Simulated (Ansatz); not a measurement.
SiSnO3 in space group P4mm (No. 99; Si on 1b, Sn on 1a, O on 1b, O on 2c), the program Ansatz at the PBEsol level (PAW), all energies at zero smearing, with the estimated change up to a 700 eV cutoff added, with one set of potentials and settings (totals compare only within such a set). Cell of 5 atoms (1 Si, 1 Sn, 3 O): -8255.835 eV.

```json
[
 {"element": "Si", "reference phase": "Fd-3m, 2 atoms in the cell", "E (eV/atom)": "-621.4920"},
 {"element": "Sn", "reference phase": "I4_1/amd, 2 atoms in the cell", "E (eV/atom)": "-5949.7830"},
 {"element": "O", "reference phase": "C2/m, 4 atoms in the cell, spin-polarised", "E (eV/atom)": "-558.3554"}
]
```

Formation energy per atom, worked out: (-8255.835 − 1×(-621.4920) − 1×(-5949.7830) − 3×(-558.3554))/5 = -1.899 eV/atom (-183 kJ per mol of atoms), at 0 K, without zero-point energy or fitted corrections.

The cell is a constructed one: a structure type filled with these elements; neither database checked (COD, Materials Project) lists it. Its standing as an ambient phase is unchecked. The PBEsol relaxation kept the symmetry of its start; whether a distortion lowers the energy is not shown. The references are the lowest solids computed at this level, not always the standard phases (solids in place of the gases). Spin–orbit coupling is left out wherever it is not named.

Potentials: the later of the program's two PAW sets.
